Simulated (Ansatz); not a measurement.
RbBiF₆:
```
CELL_PARAMETERS angstrom
      3.85382     2.22500     2.59837
     -3.85382     2.22500     2.59837
      0.00000    -4.45001     2.59837
ATOMIC_POSITIONS crystal
  Rb 0.50000 0.50000 0.50000
  Bi 0.00000 0.00000 0.00000
  F  0.20891 0.92408 0.32979
  F  0.79109 0.07592 0.67021
  F  0.32979 0.20891 0.92408
  F  0.67021 0.79109 0.07592
  F  0.92408 0.32979 0.20891
  F  0.07592 0.67021 0.79109
```

Relaxed with r²SCAN.

**Question.** Map the electron localisation function on the plane through (0.500, 0.500, 0.500) spanned by u = [1, 1, 0] and v = [-1, 1, 1] in lattice vectors, from plane-wave PAW r²SCAN (Ansatz code).

**Answer.** x is the fraction of u, y of v (the angle between them is 96°; rows are the nearest grid lines); atoms in the plane: Rb at (0.00, 0.00), Bi at (0.00, 0.50), F at (0.13, 0.70), F at (0.87, 0.30).
```
|00699973000000000000000000037999600|
|78999862000000002467776410016999987|
|99998630000000136789998630004899999|
|87520000000001479997799973000257888|
|00001222100001579987899863000000000|
|36889887641000257899987520000000013|
|68999899862000035677753100000000136|
|79874589974000000000000001221000147|
|46888888641000000000025788876310014|
|33222321000000000001478988888521233|
|33332110000100000002589865688523433|
|00023223678875300002689988886233100|
|00133268888998620000357887632232000|
|33432588656898520000000100001123333|
|33212588888987410000000000012322233|
|41001367888752000000000014688888864|
|74100012210000000000000047998547897|
|63100000000135777653000026899899986|
|31000000002578999875200014678898863|
|00000000036899878997510000122210000|
|88875200037999779997410000000002578|
|99999840003689998763100000003689999|
|78999961001467776420000000026899987|
|00699973000000000000000000037999600|
```
Scale: ten equal steps from 0.002 (start of '0') to 0.881 (end of '9'), in the order '0123456789'; x runs from 0.000 to 1.00, y from 0.000 (bottom) to 1.00 (top).

The density is the valence pseudo-density with augmentation charge, so density and ELF within about 1 Å of a nucleus are not all-electron values.

Space group R-3. The first step of the workflow began from a Materials Project structure, measured or hypothetical; the Crystallography Open Database files this formula in space group No. 148, but the cells were not matched. Its standing as an ambient phase is unchecked. The r²SCAN relaxation kept the symmetry of its start; whether a distortion lowers the energy is not shown. Scalar-relativistic: spin–orbit coupling is off unless named, which matters more the heavier the elements.

Potentials: the later of the program's two PAW sets.
